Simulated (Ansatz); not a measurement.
Total density of states per atom from DFT-PBE in the program Ansatz with PAW potentials, in 0.25 eV bins, energy from the Fermi level:

```
E (eV) | states/eV/atom
    -4.95 |  0.00
    -4.70 | ############################## 6.10
    -4.45 | ############################ 5.71
    -4.20 | ####################### 4.62
    -3.95 | ############################ 5.66
    -3.70 | ######### 1.87
    -3.45 | #################### 4.16
    -3.20 | ################# 3.50
    -2.95 | ###### 1.14
    -2.70 | ##################### 4.19
    -2.45 | ################### 3.91
    -2.20 | ## 0.34
    -1.95 | ## 0.31
    -1.70 | ## 0.31
    -1.45 | ## 0.32
    -1.20 | ## 0.36
    -0.95 | ## 0.43
    -0.70 | ## 0.36
    -0.45 | # 0.30
    -0.20 | ## 0.32
     0.05 | # 0.29
     0.30 | # 0.23
     0.55 | ## 0.49
     0.80 | ### 0.52
     1.05 | ## 0.35
     1.30 | # 0.29
     1.55 | # 0.25
     1.80 | # 0.25
     2.05 | ## 0.41
     2.30 | ## 0.47
     2.55 | ## 0.45
     2.80 | ## 0.47
     3.05 | ## 0.49
     3.30 | ### 0.54
     3.55 | ### 0.62
     3.80 | ### 0.60
     4.05 | ### 0.58
     4.30 | ### 0.55
     4.55 | ### 0.53
     4.80 | ### 0.51
```

**Question.** Which of these materials gives this?
A. Ag, diamond
B. CrCuO2, C2/m (Cu on 2a, Cr on 2d, O on 4i)
C. Hf, β-Sn type
D. Li, diamond

**Answer.** A, Ag, diamond. Within 0.5 eV of the Fermi level: Ag 5s 77 %, Ag 4d 11 %, outside the projected shells 11 %. Projections are on Löwdin-orthogonalised atomic valence shells; empty p or d shells of many metals are not among them.

Space group Fd-3m (diamond). The start of the workflow was typed in or built on a structure type; neither database checked (COD, Materials Project) lists it. It is not the phase usual at ambient conditions (space group No. 225). Symmetry was held in the PBE relaxation; whether a distortion lowers the energy is not shown. The run is not spin-polarised. Scalar-relativistic: spin–orbit coupling is off unless named, which matters more the heavier the elements.

Potentials: the later of the program's two PAW sets.
